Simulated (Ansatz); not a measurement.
BaPbO3: do energies and stresses tell the same story?

Method: Ansatz 0.2.0, DFT PBEsol, scalar-relativistic, plane waves, PAW.

Settings: cutoff 420 eV, Γ-centred mesh 8×8×8 on the computed 10-atom cell, Gaussian smearing of 0.01 eV; no spin polarisation.

Relaxed cell: Imma, a = 6.022 Å, b = 8.514 Å, c = 6.111 Å, α = 90.00°, β = 90.00°, γ = 90.00°, 10 atoms in the primitive cell. Whether it is the stable form of this composition wasn't checked.

Energies at zero smearing and pressures from the stress tensor, at volumes with shape and atoms relaxed:
```
V (Å³/atom) E − E(first) (meV/atom) P (GPa)
     14.725                     0.00     8.16
     15.195                   -17.21     3.72
     15.665                   -22.53     0.01
     16.135                   -17.87    -3.09
     16.605                    -4.92    -5.67
```

Question: Check P = −dE/dV between neighbouring volumes, and get the bulk modulus from the pressures alone.

Answer: With 1 eV/Å³ = 160.2 GPa:
```tsv
middle V (Å³/atom)	−ΔE/ΔV (GPa)	mean P (GPa)
14.960	5.868	5.940
15.430	1.811	1.863
15.900	-1.589	-1.544
16.370	-4.414	-4.380
```

The two differ by 0.07 GPa at most. The mean of two end pressures misses the average over a step by about ΔV² P″/12, up to 0.07 GPa here; with that taken off 0.01 GPa remains. Around V = 15.665 Å³/atom, the two neighbours give B = −V ΔP/ΔV = 15.665 × 6.81 / 0.940 = 113.5 GPa, against B0 = 112.7 GPa from the Birch–Murnaghan fit of the energies.

Spin–orbit coupling is left out, which can shift energies with elements as heavy as these.